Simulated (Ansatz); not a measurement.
**Question.** Name crystals whose computed values (DFT-PBEsol in the program Ansatz with PAW potentials) fall in these windows: highest Γ mode, no LO–TO term (cm⁻¹) 220 to 300; B₀ by P(V) fit (GPa) 35 to 44; Θ_D (K) 230 to 310.

**Answer.** 

```csv
crystal,"highest Γ mode, no LO–TO term (cm⁻¹)",B₀ by P(V) fit (GPa),Θ_D (K)
"SnS, Pnma (Sn on 4c, S on 4c)",263,39.2,263
```
Others may fit too.

The cell was relaxed under the symmetry of its start. Scalar-relativistic: spin–orbit coupling is off unless named, which matters more the heavier the elements.

Potentials: the later of the program's two PAW sets.
